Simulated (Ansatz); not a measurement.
Computed with DFT PBE, scalar-relativistic, plane waves, PAW in Ansatz. Plane waves to 420 eV, a 10×10×4 mesh through Γ for the 8-atom cell and 0.02 eV Gaussian smearing; no spin polarisation.

Formation energies are uncorrected and refer to the elements' standard structures at the same level. The references include black phosphorus.

Task: Propose a candidate for a tetragonal semiconductor made of Ga, In and P, with a gap near 0.6 eV, a formation energy near −0.27 eV/atom and about 25 Å³ per atom, in a cell of 8 atoms.

Result: In₃GaP₄, space group P-4m2 (No. 115). In on a site of symmetry 2mm has 4 P at 2.56–2.57 Å; In on a site of symmetry -4m2 is surrounded by 4 P at 2.56 Å; around Ga lie 4 P at 2.44 Å; P on its first site is surrounded by 4 In at 2.56 Å; 1 more site not described.

```
CELL_PARAMETERS angstrom
4.12683 0.00000 0.00000
0.00000 4.12683 0.00000
0.00000 0.00000 11.73978
ATOMIC_POSITIONS crystal
In 0.00000 0.00000 0.74086
In 0.50000 0.50000 0.00000
In 0.00000 0.00000 0.25914
Ga 0.50000 0.50000 0.50000
P 0.50000 0.00000 0.87040
P 0.00000 0.50000 0.12960
P 0.50000 0.00000 0.38955
P 0.00000 0.50000 0.61045
```

The volume per atom is 24.99 Å³. The density is 4.47 g/cm³. The energy over the elements is −0.273 eV/atom and the gap on the 10×10×4 mesh of the 8-atom cell is 0.57 eV.

The structure comes from a generated guess, relaxed at this level; another structure or a mixture of phases may lie lower. The answer needn't be unique; the calculation gave this one.

Kohn–Sham gaps at this level usually fall short of measured ones. The reference form of P is held partly by dispersion forces, which this level lacks. A later test with randomly moved atoms came back to the same energy, though modes that don't fit the test's cell weren't probed.
